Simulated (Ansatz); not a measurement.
ReS₂ in space group R3m (No. 160; Re on 3a, S on 3a, S on 3a), r²SCAN+D4 (plane waves, PAW; program Ansatz), all energies at zero smearing, with the estimated change up to a 700 eV cutoff added, with one set of potentials and settings (totals compare only within such a set). Cell of 3 atoms (1 Re, 2 S): -12694.964 eV.

| element | reference phase | E (eV/atom) |
|---|---|---|
| Re | P6_3/mmc, 4 atoms in the cell | -10882.1027 |
| S | P2/c, 32 atoms in the cell | -905.9097 |

Formation energy per atom, worked out: (-12694.964 − 1×(-10882.1027) − 2×(-905.9097))/3 = -0.347 eV/atom (-34 kJ per mol of atoms), at 0 K, without zero-point energy or fitted corrections.

The cell is a constructed one: a structure type filled with these elements; neither database checked (COD, Materials Project) lists it. Whether it is the stable phase at ambient conditions was not checked. The cell was relaxed with r²SCAN+D4 under the symmetry of its start; its stability against distortions is not shown here. No spin polarisation was allowed. The references are the lowest solids computed at this level, not always the standard phases. Scalar-relativistic: spin–orbit coupling is off unless named, which matters more the heavier the elements.

Potentials: the earlier of the program's two PAW sets.
